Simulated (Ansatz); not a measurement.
GaN:
```yaml
crystal:
  lattice:
    - [3.17476, 0.00000, 0.00000]
    - [-1.58738, 2.74942, 0.00000]
    - [0.00000, 0.00000, 7.52309]
  atoms:
    - { symbol: Ga, position: [0.66667, 0.33333, 0.25000] }
    - { symbol: Ga, position: [0.33333, 0.66667, 0.75000] }
    - { symbol: N, position: [0.00000, 0.00000, 0.75000] }
    - { symbol: N, position: [0.00000, 0.00000, 0.25000] }
```

DFT-r²SCAN+D4 in the program Ansatz with PAW potentials gives a gap of 1.45 eV without spin–orbit coupling, maximum at K, minimum at Γ.

Q: What happens when spin–orbit coupling is switched on?

A: The gap hardly moves, to 1.45 eV; maximum at K, minimum at Γ.

Q: Give the electron effective mass with spin–orbit coupling.

A: 0.20, 0.20, 0.35 mₑ (principal values).

Q: Give the hole effective mass with spin–orbit coupling.

A: 1.1, 1.6, 1.6 mₑ (principal values).

Space group P6_3/mmc. The first step of the workflow began from a Materials Project structure, measured or hypothetical; the Crystallography Open Database copy checked does not list it. It is not the phase usual at ambient conditions (space group No. 186, 216). The r²SCAN+D4 relaxation kept the symmetry of its start; phonons on a q-mesh show weakly imaginary modes.

Potentials: the earlier of the program's two PAW sets.
